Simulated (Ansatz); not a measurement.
AgLaS₂, ordered on the rocksalt lattice (R-3m) with 4 atoms a cell, relaxed with r2SCAN, was run in the PAW code Ansatz under altered settings. All numbers are computed, without spin polarisation but where a row says otherwise.

```
Ag La S
1.0
     2.13004    1.22978    5.92924
    -2.13004    1.22978    5.92924
     0.00000   -2.45955    5.92924
Ag La S
1 1 2
Direct
  0.00000 0.00000 0.00000
  0.50000 0.50000 0.50000
  0.25180 0.25180 0.25180
  0.74820 0.74820 0.74820
```

The base run's other keys:
```yaml
kpoints:
  mp_grid: { grid: [4, 4, 4] }
hamiltonian:
  xc: hse06
scf:
  occupations: { method: fixed }
  n_extra_bands: 5
```

It takes 18 iterations with 1813 plane waves at 420 eV and 13 k points, and leaves a mean stress of 0.00 GPa. The gap over this mesh is 3.123 eV. It ran on 4 threads of Intel(R) Xeon(R) Platinum 8488C (Sapphire Rapids) (shared host).

Outcomes, with energy and stress as changes against the base:
```tsv
setting	outcome	ΔF (meV/atom)	Δ mean stress (GPa)	gap on the mesh (eV)	iterations	wall time
hamiltonian.xc: wpbeh	converged	–	+0.5	3.120	17	27 s
basis.ecutrho_ratio: 8	converged	0.0	0.0	3.123	18	28 s
scf.n_extra_bands: 24	converged	0.0	0.0	3.123	16	25 s
```
A dash marks a value that wasn't obtained or can't be compared. Stress is positive in compression. The base took 24 s.

- hamiltonian.xc: wpbeh. The mean stress moves by +0.5 GPa and the gap on the mesh by -0.003 eV (to 3.120). It's another functional on the same cell, so totals aren't comparable.

Within 1 meV an atom, 0.1 GPa and 0.005 eV of the base stay: basis.ecutrho_ratio: 8; scf.n_extra_bands: 24.

The runs are scalar-relativistic, without spin-orbit coupling.

The stress of a hybrid is loosely converged in these runs.

The meshes of the hybrids are coarse, so their gaps aren't converged to the digits shown.
